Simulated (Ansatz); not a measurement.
SiO$_{2}$:
```yaml
crystal:
  lattice:
    - [4.98259, 0.00000, 0.00000]
    - [0.00000, 4.98259, 0.00000]
    - [0.00000, 0.00000, 6.92104]
  atoms:
    - { symbol: Si, position: [0.69788, 0.69788, 0.50000] }
    - { symbol: Si, position: [0.80212, 0.19788, 0.75000] }
    - { symbol: Si, position: [0.30212, 0.30212, 0.00000] }
    - { symbol: Si, position: [0.19788, 0.80212, 0.25000] }
    - { symbol: O, position: [0.89139, 0.76170, 0.31887] }
    - { symbol: O, position: [0.73830, 0.39139, 0.56887] }
    - { symbol: O, position: [0.10861, 0.23830, 0.81887] }
    - { symbol: O, position: [0.26170, 0.60861, 0.06887] }
    - { symbol: O, position: [0.39139, 0.73830, 0.43113] }
    - { symbol: O, position: [0.23830, 0.10861, 0.18113] }
    - { symbol: O, position: [0.60861, 0.26170, 0.93113] }
    - { symbol: O, position: [0.76170, 0.89139, 0.68113] }
```

x, y and z are the axes in which the lattice vectors are written.

Problem. Give the high-frequency dielectric tensor and the Born effective charge tensors of the independent atoms from DFPT, the program Ansatz at the r²SCAN level (PAW).

Solution. 
ε∞:
```
2.21  0.00  0.00
0.00  2.21  0.00
0.00  0.00  2.19
```
Z* of atom 1 (Si), rows: field, columns: displacement, in e:
```
 3.36   0.02  -0.17
 0.02   3.36   0.17
 0.33  -0.33   3.31
```
Z* of atom 5 (O), rows: field, columns: displacement, in e:
```
-2.30  -0.22   0.79
-0.16  -1.06   0.08
 0.79   0.21  -1.65
```

Static charges for comparison (Bader): Si1 +3.37, O5 -1.68 e. Born charges measure polarisation by displacement and can exceed these by far.

Space group P4_12_12. The r²SCAN relaxation kept the symmetry of its start; phonons on a q-mesh show no instability.

Potentials: the earlier of the program's two PAW sets.
